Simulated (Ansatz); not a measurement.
SrBiIO2: reading a single point

```yaml
crystal:
  lattice:
    - [5.81757, 0.00000, 0.00000]
    - [2.90878, -6.70413, 0.00000]
    - [0.00000, 0.00000, -5.68284]
  atoms:
    - { symbol: I, position: [0.74450, 0.51100, 0.75000] }
    - { symbol: I, position: [0.25550, 0.48900, 0.25000] }
    - { symbol: O, position: [0.24700, 0.00000, 0.00000] }
    - { symbol: O, position: [0.75300, 0.00000, 0.50000] }
    - { symbol: O, position: [0.75300, 0.00000, 0.00000] }
    - { symbol: O, position: [0.24700, 0.00000, 0.50000] }
    - { symbol: Sr, position: [0.40500, 0.19000, 0.75000] }
    - { symbol: Sr, position: [0.59500, 0.81000, 0.25000] }
    - { symbol: Bi, position: [0.07390, 0.85220, 0.75000] }
    - { symbol: Bi, position: [0.92610, 0.14780, 0.25000] }
```

The numbers come from plane-wave PAW DFT (Ansatz): r2SCAN, no spin polarisation, 500 eV, 5×5×5 Γ-centred k points, fermi-dirac occupations (width 0.1 eV). Nothing was relaxed.

- Charges: Bader charges in e: Sr +1.59, Bi +1.76, I -0.75, O -1.30. In the mean Bi gives up most and O takes most.
- Formation energy: -1.99 eV an atom against the elements' usual phases (free molecules for gases, crystals otherwise, with no correction for O₂ or N₂), so it is bound against them; other compounds may still compete. Relaxing would lower it.
- Forces: The largest is on O3 (and as large on other atoms): 1.36 eV/Å, components (-1.36, 0.00, 0.00). It makes 50° with the line to a nearest neighbour, Bi10 at 2.25 Å.
- Band edges: Within 0.7 eV of the edges, the states project mainly on I p (45 %) and O p (42 %) below the gap and on Bi p (49 %) and O p (15 %) above it.
- Contacts: O–Bi at 2.25 Å: least valence density 0.54 e/Å³ and ELF 0.26 there. O–Sr at 2.41 Å: least valence density 0.30 e/Å³ and ELF 0.11 there, a closed-shell (ionic or weak) contact. I–Sr at 3.48 Å: least valence density 0.09 e/Å³ and ELF 0.06 there, a closed-shell (ionic or weak) contact. Both are smooth PAW fields, read partly inside the augmentation spheres.
- Electronic structure: The gap is 3.28 eV, indirect (the least direct gap found is 3.68 eV).
- Stress: The pressure is 2.1 GPa (compression positive), so with the atoms held at these fractions the cell would first expand; the forces are large, so a full relaxation may end otherwise. The principal stresses 0.8, 2.2, 3.3 GPa differ, so its shape would change too.

Origin: a database entry at a rescaled volume. Caveats: no spin-orbit coupling, which can shift this gap by tenths of an eV.
